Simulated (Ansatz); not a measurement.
GeS2:
```xyz
6
Lattice="3.4490 0.0000 0.0000 0.0000 3.4490 0.0000 0.0000 0.0000 10.4626" Properties=species:S:1:pos:R:3 pbc="T T T"
Ge     0.0000     0.0000     5.2313
Ge     1.7245     1.7245     0.0000
S      0.0000     1.7245     9.0482
S      0.0000     1.7245     3.8169
S      1.7245     0.0000     6.6457
S      1.7245     0.0000     1.4144
```

This is the LDA-relaxed structure.

**Question.** All from LDA (plane waves, PAW; program Ansatz), unless another level is named. Estimate the smallest direct gap on the standard path.

**Answer.** 1.11 eV.

**Question.** And the hole effective mass with spin–orbit coupling?

**Answer.** 0.44, 3.2, 17 mₑ (principal values).

**Question.** Give the electron effective mass with spin–orbit coupling.

**Answer.** 0.17, 0.17, 0.24 mₑ (principal values).

Space group P4_2/nmc. The first step of the workflow began from a Materials Project structure, measured or hypothetical; the Crystallography Open Database copy checked does not list it. COD files the formula under space group No. 14, 43, 82, 122, 217. Its standing as an ambient phase is unchecked. Symmetry was held in the LDA relaxation; whether a distortion lowers the energy is not shown. A crystal of weakly bound layers computed without a dispersion correction: the cell and the soft elastic constants depend strongly on that. Scalar-relativistic: spin–orbit coupling is off unless named, which matters more the heavier the elements.

Potentials: the later of the program's two PAW sets.
